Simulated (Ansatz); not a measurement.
## 5 guesses for Cd₂SnO₃ and where they end

Level of theory: Ansatz 0.2.0, DFT PBE, scalar-relativistic, plane waves, PAW. All cells share a 420 eV cutoff and Γ-centred k meshes spaced at most about 0.3 Å⁻¹ (about 0.25 or finer for metals, 2π included). No spin polarisation in the final relaxations.

Each guess was relaxed in cell and atoms at zero pressure, within the symmetry of its start. All energies are static (0 K, no zero-point motion). Coordination counts O atoms around Cd and Sn (those within 1.25 times the shortest such distance or 1.15 times the sum of covalent radii; a plus sign parts nearer from farther groups; the shortest distance is added where it is long for a bond; a slash parts the counts of unlike sites).

| guess | made from | start group | V start (Å³/atom) | end group | V end (Å³/atom) | coordination at the end | gap on mesh (eV) | E over the lowest end (meV/atom) |
| --- | --- | --- | --- | --- | --- | --- | --- | --- |
| 1 | CeGa2Cu3 type | Cmmm | 15.7 | Cmmm | 17.5 | Cd 4, Sn 2 | 0 | 635 |
| 2 | Li2CeO3 type | Cmmm | 16.1 | ? | ? | ? | ? | ? |
| 3 | MgSc3Ru2 type | P4/mmm | 19.8 | P4/mmm | 13.5 | Cd 8 from 2.6 Å, Sn 8 from 2.7 Å | 0 | 472 |
| 4 | La2Al3Ge type | P-6m2 | 20.0 | P-6m2 | 16.7 | Cd 6 from 2.6 Å, Sn 3 | 0 | 1044 |
| 5 | Dy2CuAg3 type | P4mm | 17.1 | P4mm | 15.1 | Cd 4/6, Sn 1+4 | 0 | 0 |

Guess 2 as it starts:

```cif
data_structure
_symmetry_space_group_name_H-M 'P 1'
_symmetry_Int_Tables_number 1
_cell_length_a 5.7041
_cell_length_b 5.7041
_cell_length_c 3.8387
_cell_angle_alpha 90.000
_cell_angle_beta 90.000
_cell_angle_gamma 129.403
_cell_volume 96.51
loop_
_atom_site_label
_atom_site_type_symbol
_atom_site_fract_x
_atom_site_fract_y
_atom_site_fract_z
_atom_site_occupancy
Cd1 Cd 0.65497 0.34503 0.50000 1
Cd2 Cd 0.34503 0.65497 0.50000 1
Sn1 Sn 0.00000 0.00000 0.00000 1
O1 O 0.14539 0.85461 0.50000 1
O2 O 0.85461 0.14539 0.50000 1
O3 O 0.50000 0.50000 0.00000 1
```

**Question.** Predict the end of this guess and its energy over the lowest end.

**Answer.** It ends in space group Cmmm (No. 65), with a = 4.894 Å, b = 10.781 Å, c = 3.651 Å, 16.1 Å³/atom and no gap. It lies 145 meV/atom over the lowest end, above guess 5 and below guess 3. Counting O atoms around Cd and Sn, this end has Cd 1+4, Sn 6 from 2.4 Å and the lowest (guess 5) has Cd 4/6, Sn 1+4.

```cif
data_structure
_symmetry_space_group_name_H-M 'Cmmm'
_symmetry_Int_Tables_number 65
_cell_length_a 4.8942
_cell_length_b 10.7810
_cell_length_c 3.6505
_cell_angle_alpha 90.000
_cell_angle_beta 90.000
_cell_angle_gamma 90.000
_cell_volume 192.62
loop_
_atom_site_label
_atom_site_type_symbol
_atom_site_symmetry_multiplicity
_atom_site_Wyckoff_symbol
_atom_site_fract_x
_atom_site_fract_y
_atom_site_fract_z
_atom_site_occupancy
Cd1 Cd 4 j 0.00000 0.35132 0.50000 1
Sn1 Sn 2 a 0.00000 0.00000 0.00000 1
O1 O 4 j 0.50000 0.35274 0.50000 1
O2 O 2 b 0.50000 0.00000 0.00000 1
```

The zero of energy is the elements' standard structures at the same level (O₂ as a molecule); no fitted shifts are applied. The references include grey tin.

**Question.** Is the lowest end bound against the elements?

**Answer.** Yes: its formation energy is −1.02 eV/atom. Whether it is stable depends on the other phases of the system, which aren't compared here.

The zero gap of Cmmm at 16.1 Å³/atom may come from the functional, which often closes small gaps. Cells relaxed within their symmetry can be saddle points. A lower structure may well exist outside this small set. Some candidate types were left out of the draw beforehand, so a known form may be missing.
